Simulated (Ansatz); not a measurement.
# Relaxing a structure of SrTiO3

The start is a generated trial cell of SrTiO3 in the 2H-BaNiO3 structure type. The cell and all atomic positions are relaxed at zero pressure with r2SCAN (plane waves to 500 eV, PAW, scalar-relativistic; Ansatz, a first-principles code). The first steps use a coarse 5×5×5 k-mesh.

Initial structure:
```yaml
crystal:
  lattice:
    - [5.73704, 0.00000, 0.00000]
    - [-2.86852, 4.96842, 0.00000]
    - [0.00000, 0.00000, 4.90145]
  atoms:
    - { symbol: Sr, position: [0.33333, 0.66667, 0.75000] }
    - { symbol: Sr, position: [0.66667, 0.33333, 0.25000] }
    - { symbol: Ti, position: [0.00000, 0.00000, 0.00000] }
    - { symbol: Ti, position: [0.00000, 0.00000, 0.50000] }
    - { symbol: O, position: [0.14620, 0.29240, 0.25000] }
    - { symbol: O, position: [0.70760, 0.85380, 0.25000] }
    - { symbol: O, position: [0.14620, 0.85380, 0.25000] }
    - { symbol: O, position: [0.85380, 0.70760, 0.75000] }
    - { symbol: O, position: [0.29240, 0.14620, 0.75000] }
    - { symbol: O, position: [0.85380, 0.14620, 0.75000] }
```

```json
{
  "initial_pressure": "+6.8 GPa (positive: the cell is compressed)",
  "largest_initial_force": "2.23 eV/Å, on O5, O6, O7, O8, O9, O10 (atoms numbered as listed)",
  "outcome": "The space group stays P6₃/mmc (No. 194) (the run could not lower it), with 10 atoms in the primitive cell",
  "energy_released": "0.073 eV/atom",
  "volume_change": "-4.7 %, from 13.97 to 13.32 Å³/atom",
  "band_gap_at_the_end": "1.99 eV, direct at Γ (no spin-orbit coupling)",
  "optimiser_moves": "4"
}
```

The end point of the relaxation:

```cif
data_O6Sr2Ti2
_chemical_formula_sum 'Sr2 Ti2 O6'
_space_group_name_H-M_alt 'P63/mmc'
_space_group_IT_number 194
_space_group_name_Hall '-P 6c 2c'
_cell_length_a 5.53451
_cell_length_b 5.53451
_cell_length_c 5.02124
_cell_angle_alpha 90.000
_cell_angle_beta 90.000
_cell_angle_gamma 120.000
loop_
_atom_site_label
_atom_site_type_symbol
_atom_site_symmetry_multiplicity
_atom_site_Wyckoff_symbol
_atom_site_fract_x
_atom_site_fract_y
_atom_site_fract_z
_atom_site_occupancy
Sr1 Sr 2 d 0.66667 0.33333 0.25000 1
Ti1 Ti 2 a 0.00000 0.00000 0.00000 1
O1 O 6 h 0.15643 0.31286 0.25000 1
```

Final values are on a 7×7×7 k-mesh of the relaxed cell. No spin polarisation in the result.

The run could not lower the symmetry of its start; a shaken copy of this end point relaxes with r2SCAN to P2₁ (No. 4), 0.166 eV/atom lower.

The first start was generated by placing the elements on the sites of a structure type. Materials Project lists a structure of SrTiO3 in the same space group, P6₃/mmc (No. 194); the sites were not compared with it, nor with measured phases. Known forms of SrTiO3 include space group No. 221.
